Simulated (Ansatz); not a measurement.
AgI:
```yaml
crystal:
  lattice:
    - [4.44929, 0.00000, 0.00000]
    - [-2.22465, 3.85320, 0.00000]
    - [0.00000, 0.00000, 10.39365]
  atoms:
    - { symbol: Ag, position: [0.49961, 0.00000, 0.33333] }
    - { symbol: Ag, position: [0.00000, 0.49961, 0.66667] }
    - { symbol: Ag, position: [0.50039, 0.50039, 0.00000] }
    - { symbol: I, position: [0.49994, 0.00000, 0.83333] }
    - { symbol: I, position: [0.00000, 0.49994, 0.16667] }
    - { symbol: I, position: [0.50006, 0.50006, 0.50000] }
```

Relaxed with PBEsol. Special points in fractions of this cell's reciprocal vectors: Γ (0.000, 0.000, 0.000); M (0.500, 0.000, 0.000); K (0.333, 0.333, 0.000); A (0.000, 0.000, 0.500); L (0.500, 0.000, 0.500); H (0.333, 0.333, 0.500).

### Question
List the band energies nearest the valence-band maximum at these points for PBEsol in the plane-wave PAW code Ansatz.

### Answer
In eV from the valence-band maximum; about four levels below and three above (degenerate sets whole), none deeper than 8.9 eV; points with the same levels are listed once.

```json
[
 {"k": "Γ", "below": "-1.33 -0.73 -0.56 -0.56", "above": "0.56 2.95 2.95"},
 {"k": "M", "below": "-1.78 -1.51 -1.30 -1.18", "above": "2.19 2.64 2.68"},
 {"k": "K", "below": "-2.18 -2.18 -1.97 -1.34 -1.34", "above": "2.16 3.21 3.21"},
 {"k": "A", "below": "-1.32 -1.32 -1.26 0.00", "above": "1.85 1.85 3.14"},
 {"k": "L", "below": "-1.61 -1.56 -1.33 -1.32", "above": "1.75 2.95 3.12"},
 {"k": "H", "below": "-2.30 -2.30 -1.74 -0.76", "above": "3.08 3.08 3.21"}
]
```

Space group P6_422. The start of the workflow was typed in or built on a structure type; neither database checked (COD, Materials Project) lists it. It is not the phase usual at ambient conditions (space group No. 186, 216). Symmetry was held in the PBEsol relaxation; its stability against distortions is not shown here. No spin polarisation was allowed. Point labels and valley counts follow the cell and symmetry of the run, lower than the named group. Spin–orbit coupling is left out wherever it is not named.

Potentials: the later of the program's two PAW sets.
